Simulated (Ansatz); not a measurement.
NbC2:
```cif
data_C4Nb2
_chemical_formula_sum 'Nb2 C4'
_space_group_name_H-M_alt 'I4/mmm'
_space_group_IT_number 139
_space_group_name_Hall '-I 4 2'
_cell_length_a 3.19914
_cell_length_b 3.19914
_cell_length_c 5.88903
_cell_angle_alpha 90.000
_cell_angle_beta 90.000
_cell_angle_gamma 90.000
loop_
_atom_site_label
_atom_site_type_symbol
_atom_site_symmetry_multiplicity
_atom_site_Wyckoff_symbol
_atom_site_fract_x
_atom_site_fract_y
_atom_site_fract_z
_atom_site_occupancy
Nb1 Nb 2 a 0.00000 0.00000 0.00000 1
C1 C 4 e 0.00000 0.00000 0.38419 1
```
(The calculation used a cell of 3 atoms; values per cell refer to that cell.)

Relaxed at zero pressure with PBE in the plane-wave PAW code Ansatz.

Question: The volume is lowered by 9 % and shape and atoms relax at that volume. What pressure results, and how do the axes share the change?

Answer: 26.4 GPa; a -3.6 %, b -3.6 %, c -2.0 %; the energy rises by 68 meV/atom.

Question: Give the new structure.

Answer: 
Space group I4/mmm (No. 139); a = 3.0832 Å, b = 3.0832 Å, c = 5.7696 Å, α = 90.00°, β = 90.00°, γ = 90.00°

| atom | site | symmetry | x | y | z |
|---|---|---|---|---|---|
| Nb | 2a | 4/mmm | 0.0000 | 0.0000 | 0.0000 |
| C | 4e | 4mm | 0.0000 | 0.0000 | 0.3820 |

The phase is kept; no other phase was compared at this pressure.

The start of the workflow was typed in or built on a structure type; neither database checked (COD, Materials Project) lists it. Its standing as an ambient phase is unchecked. The PBE relaxation kept the symmetry of its start; whether a distortion lowers the energy is not shown. The run is not spin-polarised. The volume moved by -28 % from the start of the relaxation. Its formation energy is positive at this level, so the cell may be metastable or incomplete.

Potentials: the earlier of the program's two PAW sets.
